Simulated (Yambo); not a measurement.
CdSe (zinc blende, space group F-43m, No. 216), G0W0@PBE (Yambo, plasmon pole, terminator in G, 4×4×4 mesh): gap Γ → Γ in eV by bands and screening block.

```tsv
bands (W and G)	3 Ry	6 Ry	9 Ry	12 Ry	15 Ry
57	1.20	1.29	1.30	1.31	1.31
93	[?]	[?]	[?]	1.29	1.30
140	1.14	1.27	1.29	1.31	1.32
199	1.14	1.27	1.29	1.32	1.33
259	1.14	1.27	1.30	1.32	1.33
```

Estimate the withheld gaps from their neighbours; the computed values follow.


- 93, 3 Ry: 1.15
- 93, 6 Ry: 1.26
- 93, 9 Ry: 1.28

The largest settings aren't shown to be the converged limit.

Spin-orbit coupling is not included.

Geometry relaxed with PBEsol; primitive cell a = b = c = 4.3013 Å, α = β = γ = 60.00°.

The potentials are those of PseudoDojo's stringent table.
